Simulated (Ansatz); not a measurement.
P: from a starting cell to a relaxed one

The start is a generated cell, P built in the AFLOW prototype A_hP1_191_a (A_f, as in Sn). A full variable-cell relaxation at zero pressure is run with PBE (plane waves to 420 eV, PAW, scalar-relativistic; Ansatz, a program for electronic structure). The first steps use a coarse 10×10×9 k-mesh.

The start:
```
CELL_PARAMETERS angstrom
      2.64318     0.00000     0.00000
     -1.32159     2.28906     0.00000
      0.00000     0.00000     2.46132
ATOMIC_POSITIONS crystal
  P  0.00000 0.00000 0.00000
```

Task: How much energy is released per atom?

Result: Under 0.01 eV/atom.

Task: How does the volume change?

Result: -0.7 %, from 14.89 to 14.78 Å³/atom.

Task: What band gap does the relaxed structure have at this level?

Result: No gap (metallic).

Task: Write out the relaxed structure.

Result: 
Space group P6/mmm (No. 191); a = b = 2.6446 Å, c = 2.4405 Å, α = β = 90.00°, γ = 120.00°

```tsv
atom	site	symmetry	x	y	z
P	1a	6/mmm	0.0000	0.0000	0.0000
```

The space group stays P6/mmm (No. 191) (the run could not lower it); the end is AFLOW prototype A_hP1_191_a (A_f, as in Sn), with 1 atom in the primitive cell. Final values are on a 20×20×19 k-mesh of the relaxed cell. No spin polarisation in the result. The relaxed primitive cell holds an odd number of electrons. A magnetic state may lie lower.

The run could not lose the symmetry of its start: the end is stationary, and may be a saddle point rather than a minimum.

The relaxed structure here is a generated cell of P: the first start was made by placing the elements on the sites of a structure type, and the end was not matched to a known phase here, so it may be hypothetical. Known forms of P include space group No. 64.
